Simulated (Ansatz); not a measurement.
# Calculated coordination and S-33 quadrupole coupling for Bi2Te2Pb2S3

Cell: a COD entry (perhaps calculated rather than measured) whose atoms were relaxed with PBE, the cell held.

Space group P-3m1 (No. 164); a = 4.2579, c = 16.9431 Å, γ = 120.00°.

| site | Wyckoff | site symmetry | x | y | z |
| --- | --- | --- | --- | --- | --- |
| Bi | 2c | 3m. | 0.0000 | 0.0000 | 0.1954 |
| Te | 2d | 3m. | 0.3333 | 0.6667 | 0.9104 |
| Pb | 2d | 3m. | 0.3333 | 0.6667 | 0.6010 |
| S7 | 2d | 3m. | 0.3333 | 0.6667 | 0.2988 |
| S9 | 1b | -3m. | 0.0000 | 0.0000 | 0.5000 |

One atom of each set is listed.

The numbers come from a DFT calculation in Ansatz (PBE, plane waves and PAW, scalar-relativistic, 420 eV cutoff, Γ-centred 8×8×2 k-points, Fermi–Dirac smearing 0.02 eV).

Q(S-33) = -69.40 mb.

Q: Rank these S sites by |C_Q|, smallest first.
A. S9: 6 Pb at 3.00 Å
B. S7: 3 Pb at 2.99 Å, 3 Bi at 3.02 Å

A: B (0.230 MHz, η = 0.00), A (0.476 MHz, η = 0.00).

An axis of threefold or higher order runs through S7 and S9, so V_zz lies along it and η is zero.

Without spin–orbit coupling the gradients at and beside Bi and Pb can be off by some per cent, at some sites by more. With a gap of 0.4 eV on this mesh, small gradients can still move by 0.1 × 10²¹ V/m² or more as the k-mesh gets denser.
